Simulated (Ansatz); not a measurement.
Recipe of this trial structure of CaRuC4N4: two interpenetrating cyanide-bridged diamond nets (P-43m, No. 215). Lengths were set from tabulated atomic sizes, so they are only a guess.

```cif
data_structure
_symmetry_space_group_name_H-M 'P-43m'
_symmetry_Int_Tables_number 215
_cell_length_a 6.0749
_cell_length_b 6.0749
_cell_length_c 6.0749
_cell_angle_alpha 90.000
_cell_angle_beta 90.000
_cell_angle_gamma 90.000
_cell_volume 224.19
loop_
_atom_site_label
_atom_site_type_symbol
_atom_site_symmetry_multiplicity
_atom_site_Wyckoff_symbol
_atom_site_fract_x
_atom_site_fract_y
_atom_site_fract_z
_atom_site_occupancy
Ca1 Ca 1 a 0.00000 0.00000 0.00000 1
Ru1 Ru 1 b 0.50000 0.50000 0.50000 1
C1 C 4 e 0.20015 0.20015 0.20015 1
N1 N 4 e 0.31135 0.31135 0.31135 1
```

Computed with Ansatz, DFT PBE, scalar-relativistic, plane waves, PAW. Cutoff 420 eV, Gaussian smearing, Γ-centred meshes. Cell and atoms relax first on a coarse mesh and then on a finer one. In between, the cell is made exact in the group found at 0.06 Å. In metals the finer mesh still leaves noise of several meV/atom or more. The steps can't lower the symmetry of their start. Collinear spin, starting moments Ru 1.0 μB.

A guess keeps its type if space group and coordination stay and the shape of the cell changes little (axis ratios within about 15 %, angles within 6°); the volume may change.

Question: Does it keep its structure type, or change into something else?

Answer: It keeps its type. The symmetry stays P-43m (No. 215). The volume per atom grows by 24.4 %, from 22.4 to 27.9 Å³. The shortest distance goes from 1.17 Å (C–N) to 1.18 Å (C–N). Counting neighbours within 15 % of an atom's shortest distance, the start has C 1, Ca 4, N 1, Ru 4 and the end C 1, Ca 4, N 1, Ru 4.

The last run used collinear spin, a 6×6×6 mesh for its 10-atom cell and Gaussian smearing of 0.10 eV. Another magnetic order may lie lower. Symmetry constrained the relaxation, so the result can be a saddle point.
